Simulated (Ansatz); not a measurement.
Relaxed-ion elastic tensor of FeSi$_{2}$ in space group Cmce (No. 64; Fe on 8f, Fe on 8d, Si on 16g, Si on 16g) in GPa (Voigt order), plane-wave PAW PBEsol (Ansatz code); density 5.10 g/cm³, 12.17 Å³ per atom.

```
 356  99.1  80.0   0.0   0.0   0.0
99.1   403   124   0.0   0.0   0.0
80.0   124   397   0.0   0.0   0.0
 0.0   0.0   0.0   146   0.0   0.0
 0.0   0.0   0.0   0.0   126   0.0
 0.0   0.0   0.0   0.0   0.0   132
```

Problem. Is the crystal mechanically stable?

Solution. Yes: the smallest eigenvalue of C is 126 GPa.

Problem. Work out the Voigt, Reuss and Hill averages.

Solution. K_V = 196, K_R = 194, K_H = 195; G_V = 138, G_R = 137, G_H = 137 GPa.

Problem. Give Young's modulus, Poisson's ratio, Pugh's ratio and the universal anisotropy index.

Solution. E = 9KG/(3K + G) = 333 GPa; ν = 0.21; K/G = 1.42 (brittle by the Pugh limit of 1.75); A_U = 5G_V/G_R + K_V/K_R − 6 = 0.04.

Problem. Estimate the sound speeds and the Debye temperature.

Solution. v_l = √((K + 4G/3)/ρ) = 8610 m/s, v_t = √(G/ρ) = 5190 m/s, mean 5740 m/s; Θ = (h/k)(3n/4πV)^(1/3) v_m = 743 K.

Problem. Solve the Christoffel equation for the three sound speeds along x, y, z.

Solution. Eigenvalues of C_ijkl n_j n_l equal ρv². In km/s, slowest first: x 4.98, 5.08, 8.36; y 5.08, 5.34, 8.89; z 4.98, 5.34, 8.83.

Problem. How much does each axis shrink under pressure?

Solution. Linear compressibilities β_i = Σ_j S_ij (j = 1 to 3): x 2.0, y 1.5, z 1.6 per TPa.

The workflow started from a Materials Project entry (that database holds measured and hypothetical structures alike); the Crystallography Open Database files this formula in space group No. 64, but the cells were not matched. Whether it is the stable phase at ambient conditions was not checked. The PBEsol relaxation kept the symmetry of its start; of distortions, only those at the zone centre were tested. No spin polarisation was allowed.

Potentials: the later of the program's two PAW sets.
